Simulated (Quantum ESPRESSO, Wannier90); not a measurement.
## ZrO2 (fluorite): Wannier90 run

```
ZrO2
1.0
    0.00000     2.54508     2.54508
    2.54508     0.00000     2.54508
    2.54508     2.54508     0.00000
Zr O
1 2
Cartesian
  0.00000   0.00000   0.00000
  1.27254   1.27254   1.27254
 -1.27254  -1.27254  -1.27254
```

Materials Project entry mp-1565; symmetrised, unrelaxed at this level. COD (Crystallography Open Database) records the formula in this space group. Ideal cubic forms of this type are often high-temperature phases that distort on cooling; symmetry holds the cell here, and its stability was not tested. Computed values, not measurements, from PBEsol: Quantum ESPRESSO (norm-conserving PseudoDojo potentials, cutoff 68 Ry, no spin polarisation, no spin-orbit coupling) on a Γ-centred 10×10×10 mesh, then Wannier90. Density: 10×10×10 mesh, cold smearing 0.01 Ry.

The plane-wave run has 27 bands and 24 electrons a cell. On the energy scale of pw.x, whose zero is arbitrary, the valence-band maximum lies at 12.08 eV.

Isolated groups of bands, relative to the valence-band maximum (bands from 15 on overlap up to the last one computed):

```csv
bands,from (eV),to (eV),filling,weight on atomic waves
1,-47.96,-47.89,filled,Zr 4s 96 %
2–4,-26.56,-25.82,filled,Zr 4p 95 %
5–6,-18.09,-15.47,filled,"O 2s 80 %, Zr 4d 10 %, Zr 5s 5 %"
7–12,-6.00,0.00,filled,"O 2p 81 %, Zr 4d 14 %"
13–14,3.30,4.71,empty,"Zr 4d 87 %, O 2p 11 %"
```

Input w.win, without the blocks of cell, atoms and k-points (1000 lines):

```
num_bands = 21
num_wann = 11
exclude_bands = 1-6
num_iter = 800
conv_tol = 1.0e-6
conv_window = 4
dis_num_iter = 1000
dis_conv_tol = 1.0e-6
dis_froz_max = 20.88
write_hr = true
write_u_matrices = true
begin projections
Zr: d
O: p
end projections
mp_grid = 10 10 10
```

wannier90.x stops with:
```
dis_windows: More states in the frozen window than target WFs
```
At some k-point more bands lie below dis_froz_max than there are Wannier functions, and every frozen state has to fit into the subspace. Mended as below, all else unchanged, the run goes through (Ω_I = 10.6 Å²) and follows the plane-wave bands to 0.2 meV rms (states up to 4.3 eV relative to the valence-band maximum).
```
dis_froz_max = 16.88
```
